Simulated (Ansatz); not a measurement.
NiGe in space group I4_1md (No. 109; Ni on 4a, Ge on 4a), PBE in the plane-wave PAW code Ansatz, all energies at zero smearing, with the estimated change up to a 700 eV cutoff added, with one set of potentials and settings (totals compare only within such a set). Cell of 4 atoms (2 Ni, 2 Ge): -20269.822 eV.

```tsv
element	reference phase	E (eV/atom)
Ni	Fm-3m, 1 atoms in the cell, spin-polarised	-5839.7239
Ge	Fd-3m, 2 atoms in the cell	-4294.9847
```

Formation energy per atom, worked out: (-20269.822 − 2×(-5839.7239) − 2×(-4294.9847))/4 = -0.101 eV/atom (-10 kJ per mol of atoms), at 0 K, without zero-point energy or fitted corrections.

The cell is a constructed one: a structure type filled with these elements; neither database checked (COD, Materials Project) lists it. COD files the formula under space group No. 62, so this cell is another polymorph or a model. Whether it is the stable phase at ambient conditions was not checked. Symmetry was held in the PBE relaxation; its stability against distortions is not shown here. The workflow began spin-polarised and lost its moments. The references are the lowest solids computed at this level, not always the standard phases.

Potentials: the later of the program's two PAW sets.
